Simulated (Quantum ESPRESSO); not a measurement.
How NMR parameters follow atomic displacements in PtSe$_{2}$ (P-3m1)

```
PtSe2
1.0
    3.71731     0.00000     0.00000
   -1.85866     3.21928     0.00000
    0.00000     0.00000     5.82007
Pt Se
1 2
Direct
  0.00000   0.00000   0.00000
  0.66667   0.33333   0.77461
  0.33333   0.66667   0.22539
```
The cell comes from the Materials Project (a computed structure). It is PtSe2 in P-3m1; whether this form has been observed was not checked. Stability against distortions was not tested. Forces on the atoms reach 0.18 eV/Å at this level. The layers lie 3.2 Å apart; this gap hangs on dispersion, and neither it nor the stacking was checked against the measured crystal. The run has no spin polarisation.

The last row's change in full: Se2 and its equivalents moved by 0.04 Å along (0.00, 0.00, 1.00), space group kept; the other rows go along the same path.

Method: shieldings by GIPAW with PBE in a modified build of Quantum ESPRESSO, on JTH PAW datasets, 20 Ha, k-mesh 11×11×6 shifted, f-sum rule met within 0.03 %. Values are those of the named site's first atom. Shieldings are absolute and leave out the bulk-susceptibility term; a larger σ means a smaller chemical shift. By our sweeps, such settings leave a few ppm in absolute σ on light atoms and up to some 20 ppm from Zn on. No spin–orbit coupling; Pt is the heaviest element present. No d partial waves on Se: the paramagnetic term there is incompletely reconstructed. With so small a Kohn–Sham gap, σ hangs strongly on the functional and the mesh. Static lattice: thermal averaging is not included.

Unchanged cell: σ_iso Se (ppm) = 2209.2.

Task: How do these values move along the path (displacement (Å): -0.04, +0.04)?

Result: 
| displacement (Å) | σ_iso Se (ppm) |
|---|---|
| -0.04 | 2331.6 |
| 0 | 2209.2 |
| +0.04 | 2105.6 |
